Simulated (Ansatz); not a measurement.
NbP:
Space group I4₁md (No. 109); a = 3.3398 Å, b = 3.3398 Å, c = 11.4499 Å, α = 90.00°, β = 90.00°, γ = 90.00°

```
atom  site  symmetry       x       y       z
----  ----  --------  ------  ------  ------
Nb      4a      2mm.  0.0000  0.0000  0.7494
P       4a      2mm.  0.0000  0.0000  0.1666
```
(The calculation used a cell of 4 atoms; values per cell refer to that cell.)

Relaxed with r²SCAN. DFT-r²SCAN in the program Ansatz with PAW potentials gives no gap.

Task: What gap does HSE06 give on the same cell (Ansatz, PAW)?

Result: It stays without a gap at the points solved. The hybrid was solved on a coarser mesh and at special points; its gap is the smallest among all of these. On such a mesh it can open a false gap in a semimetal.

```csv
k,v1 r²SCAN,c1 r²SCAN,v1 HSE06,c1 HSE06
Γ,-1.54,0.83,-1.64,1.19
M,-0.70,1.21,?,?
X,-0.57,3.13,-0.74,3.63
P,-0.55,3.13,?,?
N,-0.22,0.04,?,?
S0,-0.19,0.05,?,?
R,-0.61,2.89,-0.78,3.38
```

Task: Top valence (v1) and lowest conduction level (c1) in eV from each method's valence maximum (which need not be a listed point): supply the withheld HSE06 values.

Result: 
- M, v1 HSE06: -0.73
- M, c1 HSE06: 1.59
- P, v1 HSE06: -0.72
- P, c1 HSE06: 3.63
- N, v1 HSE06: -0.14
- N, c1 HSE06: 0.26
- S0, v1 HSE06: 0.00
- S0, c1 HSE06: 0.18

Cost on shared cores: the r²SCAN run (SCF on a 17×17×17 mesh, then bands and DOS) roughly 6 core-minutes, the HSE06 run (SCF on 9×9×9, then a few points) around 20 core-minutes (rough); the tasks are unlike.

Space group I4_1md. The cell was relaxed with r²SCAN under the symmetry of its start. The run is not spin-polarised. A small band overlap can be real or an error of a semilocal functional. Scalar-relativistic: spin–orbit coupling is off unless named, which matters more the heavier the elements.

Potentials: the later of the program's two PAW sets.
